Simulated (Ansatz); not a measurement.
## Property card for AlAs

AlAs in space group P6_222 (No. 180; Al on 3c, As on 3d), a = 4.023 Å, b = 4.023 Å, c = 9.007 Å, α = 90.00°, β = 90.00°, γ = 120.00°.

Space group P6_222 (No. 180); conventional cell a = b = 4.023 Å, c = 9.007 Å, α = β = 90.00°, γ = 120.00°.

Method: PBE (plane waves, PAW; program Ansatz). Structure relaxed to zero pressure with the same functional. Other levels are named where they apply.

**Cell and energy**

```yaml
volume_per_atom: 21.04 Å³
density: 4.02 g/cm³
Formation energy from the elements (no fitted shifts): -0.30 eV/atom
```

**Electronic structure**

```yaml
band_gap: 0.71 eV (direct)
valence_band_maximum: at Γ
conduction_band_minimum: at Γ
electron_effective_mass: 0.059, 0.084, 0.084 mₑ (principal values)
hole_effective_mass: 0.054, 2.6, 2.6 mₑ (principal values)
```

**Mechanics**

```yaml
Bulk modulus (Birch–Murnaghan fit): 73.3 GPa
Pressure derivative B′: 4.4
```

The cell is a constructed one: a structure type filled with these elements; neither database checked (COD, Materials Project) lists it. It is not the phase usual at ambient conditions (space group No. 216). The PBE relaxation kept the symmetry of its start; whether a distortion lowers the energy is not shown. The references are the lowest solids computed at this level, not always the standard phases. Spin–orbit coupling is left out wherever it is not named.

Potentials: the later of the program's two PAW sets.
